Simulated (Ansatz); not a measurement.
Input for Ansatz (plane-wave DFT, PAW):

```yaml
crystal:
  lattice:
    - [0.0, 1.9101837633, 1.9101837633]
    - [1.9101837633, 0.0, 1.9101837633]
    - [1.9101837633, 1.9101837633, 0.0]
  atoms:
    - { symbol: Pd, position: [0.0, 0.0, 0.0] }
basis:
  ecutwfc: 420
kpoints:
  mp_grid: { grid: [18, 18, 18] }
hamiltonian:
  xc: pbe
scf:
  occupations: { method: gaussian, width: 0.1 }
output:
  forces: true
  stress: true
  eigenvalues: true
```

Run as
```bash
ansatz run input.yaml --threads 1 --pin off --max-ram 2560MiB --backend cpu --events-out ev --progress --plain --runs-dir out
```

These are results of DFT PBE, scalar-relativistic, plane waves, PAW (Ansatz 0.2.0), not measurements.

From the run's log, abridged:

```
Pseudopotentials: kind: paw
Pseudopotential: Pd, paw, valence charge 18, recommended cutoff 420 eV (normal)
Functional definition: PBE
Crystal: 1 atom, lattice volume = 13.940 Å³
Basis set: ecut = 420 eV, 283 PW (Γ), exchange–correlation on 40×40×40 points (8 copies of the dense FFT grid, shifted against one another)
Bands: 13, of which v1, the nominal top of the filled ones, is band 9 counted from 1 (8 counted from 0)
Symmetry: 48 space group operations
Space group: Fm-3m (ITA 225), of the structure as read, at distance tolerance 2.4e-5 Å
k-points: 195 of 5832
Initial density: superposition of atomic densities (neutral atoms: chi_scale 0, normalization atom), corrected by the library's trained network
Initial wavefunctions: pseudopotential atomic-orbital guess
Functional: x = pbe(κ = 0.804, μ = 0.21951497), c = pbe(β = 0.06672455)
SCF iter   1: F=—  HF=-6972.778315 eV  |F-HF|=—  |Δ(HF+E_count)|=         —  Δρ=4.33e-3  dr2=2.01e-3  ethr=1.77e-3  ⟨swp⟩=5.0  Hψ=14766  notcnv=0
SCF iter   2: F=—  HF=-6972.777995 eV  |F-HF|=—  |Δ(HF+E_count)|=   3.20e-4  Δρ=2.19e-3  dr2=3.24e-4  ethr=1.11e-5  ⟨swp⟩=2.6  Hψ=5327  notcnv=0
SCF iter   3: F=—  HF=-6972.777940 eV  |F-HF|=—  |Δ(HF+E_count)|=   5.52e-5  Δρ=9.06e-4  dr2=2.61e-5  ethr=1.80e-6  ⟨swp⟩=2.2  Hψ=3607  notcnv=0
SCF iter   4: F=—  HF=-6972.777977 eV  |F-HF|=—  |Δ(HF+E_count)|=   3.69e-5  Δρ=1.17e-4  dr2=4.00e-7  ethr=1.45e-7  ⟨swp⟩=2.3  Hψ=4065  notcnv=0
SCF iter   5: F=-6972.777978 eV  HF=-6972.777978 eV  |F-HF|=2.07e-9  |Δ(HF+E_count)|=   8.30e-7  Δρ=6.37e-6  dr2=9.16e-10  ethr=2.22e-9  ⟨swp⟩=2.6  Hψ=4143  notcnv=0
SCF iter   6: F=-6972.777978 eV  HF=-6972.777978 eV  |F-HF|=5.46e-12  |Δ(HF+E_count)|=   2.40e-9  Δρ=5.13e-7  dr2=6.99e-12  ethr=5.09e-12  ⟨swp⟩=1.1  Hψ=7363  notcnv=0
SCF 1 converged in 6 iterations: F = -6972.777978 eV  dr2 = 6.99e-12
SCF converged after 6 iterations
Free energy (F): -6972.777978 eV
Harris-Foulkes:  -6972.777978 eV  (|F-HF|=5.46e-12)
Internal energy: -6972.767202 eV  (E = F + TS)
E sigma→0 (E₀):  -6972.772590 eV
Entropy (-TS):   -0.010776 eV (-10.776 meV/atom)
Fermi energy:    21.376616 eV
--- Per-component energies (eV) ---
  E_band       = -112.266891
  E_kinetic    = 515.585997
  E_local      = -1669.444462  (includes V_loc(G=0)·N_el)
  E_nonlocal   = 217.020644
  E_hartree    = 683.463957
  E_xc         = -169.568130
  E_vxc        = -212.857034  (∫ρ·V_xc dr)
  E_paw        = -3750.277273  (= ΣΔE_a)
  E_vpaw       = -329.500130  (= ΣTr[D̂ρ^β])
  E_aug_tail   = 0.000237  (compensation charges beyond the density's cutoff)
  E_ewald      = -2799.548172
  E_smearing   = -0.010776  (= −TS)
--- Forces (eV/Å), atoms counted from 1 ---
  atom   1  Pd     0.00000000     0.00000000     0.00000000
--- Stress (GPa, compression-positive) ---
       20.553912       0.000000       0.000000
        0.000000      20.553912       0.000000
        0.000000       0.000000      20.553912
  P = ⅓ Tr σ = 20.5539 GPa (205.539 kbar)
--- Band table (eV; the first three rows and the last of 195) ---
  k-point 0: bands = ["-62.9427", "-28.3965", "-28.3965", "-28.3965", "13.7761", "18.2607", "18.2607", "18.2607", "20.0288", "20.0288", "38.3892", "43.4028", "43.4028"]
  k-point 1: bands = ["-62.9405", "-28.4121", "-28.3987", "-28.3987", "13.8949", "18.2159", "18.3035", "18.3035", "20.0073", "20.0073", "38.5294", "42.6854", "43.5540"]
  k-point 2: bands = ["-62.9344", "-28.4568", "-28.4049", "-28.4049", "14.2371", "18.1046", "18.4151", "18.4151", "19.9619", "19.9619", "38.8736", "41.1862", "43.9831"]
  k-point 194: bands = ["-62.8487", "-28.7553", "-28.7051", "-28.5886", "16.5741", "17.2812", "18.0918", "19.9662", "21.7065", "29.8460", "31.3756", "32.2147", "33.4575"]
```

Self-consistency was reached.

Time: 1.1 s on 1 thread of Intel(R) Xeon(R) 6975P-C (Granite Rapids), with other jobs on the host, peak memory 0.35 GiB.